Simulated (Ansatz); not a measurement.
**MgB2: computed DOS**

```
Mg B
1.0
     3.08500    0.00000    0.00000
    -1.54250    2.67169    0.00000
     0.00000    0.00000    3.52300
Mg B
1 2
Direct
  0.00000 0.00000 0.00000
  0.33333 0.66667 0.50000
  0.66667 0.33333 0.50000
```

The geometry is COD entry 1000026, unchecked; take it as a test cell.

Theory: DFT, LDA, all-electron LAPW, scalar-relativistic in Ansatz 0.2.0.

The runs use a Γ-centred 12×12×9 k mesh, Fermi–Dirac smearing of 0.05 eV, basis error target 0.5 meV/atom, no spin polarisation.

States per eV and cell, averaged over 0.4 eV, from -9.8 to 4.4 eV, with energies (bin centres) from the Fermi level; empty bins are left out. 

| E (eV) | total |
| --- | --- |
| -9.7 | 0.45 |
| -9.3 | 0.46 |
| -8.9 | 0.48 |
| -8.5 | 0.55 |
| -8.1 | 0.50 |
| -7.7 | 0.39 |
| -7.3 | 0.35 |
| -6.9 | 0.47 |
| -6.5 | 0.67 |
| -6.1 | 0.67 |
| -5.7 | 0.61 |
| -5.3 | 0.71 |
| -4.9 | 0.78 |
| -4.5 | 0.65 |
| -4.1 | 0.87 |
| -3.7 | 0.91 |
| -3.3 | 0.98 |
| -2.9 | 1.05 |
| -2.5 | 1.12 |
| -2.1 | 1.24 |
| -1.7 | 1.05 |
| -1.3 | 0.92 |
| -0.9 | 0.88 |
| -0.5 | 0.81 |
| -0.1 | 0.74 |
| 0.3 | 0.57 |
| 0.7 | 0.33 |
| 1.1 | 0.28 |
| 1.5 | 0.28 |
| 1.9 | 0.31 |
| 2.3 | 0.38 |
| 2.7 | 0.44 |
| 3.1 | 0.47 |
| 3.5 | 0.53 |
| 3.9 | 0.49 |
| 4.3 | 0.34 |
